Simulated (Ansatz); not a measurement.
Input:

LaGaO$_{3}$:
```xyz
10
Lattice="2.7613 1.5942 4.4246 -2.7613 1.5942 4.4246 0.0000 -3.1885 4.4246" Properties=species:S:1:pos:R:3 pbc="T T T"
La     0.0000     0.0000     3.3184
La     0.0000     0.0000     9.9553
Ga     0.0000     0.0000     0.0000
Ga     0.0000     0.0000     6.6369
O      1.5613     0.4843     5.5307
O     -1.5613    -0.4843     7.7430
O     -1.2000     1.1100     5.5307
O      1.2000    -1.1100     7.7430
O     -0.3612    -1.5942     5.5307
O      0.3612     1.5942     7.7430
```

This is the PBEsol-relaxed structure.

Task: All from PBEsol (plane waves, PAW; program Ansatz), unless another level is named. Give the electronic dielectric constant ε∞ (DFPT).

Result: 5.19 (xx = yy), 4.92 (zz).

Task: What about the Born charges (a third of the trace)?

Result: La +4.31, Ga +3.34, O -2.55 e.

Space group R-3c. The first step of the workflow began from a Materials Project structure, measured or hypothetical; the Crystallography Open Database files this formula in space group No. 167, but the cells were not matched. Its standing as an ambient phase is unchecked. The PBEsol relaxation kept the symmetry of its start; phonons show weakly imaginary modes. Spin–orbit coupling is left out wherever it is not named.

Potentials: the later of the program's two PAW sets.
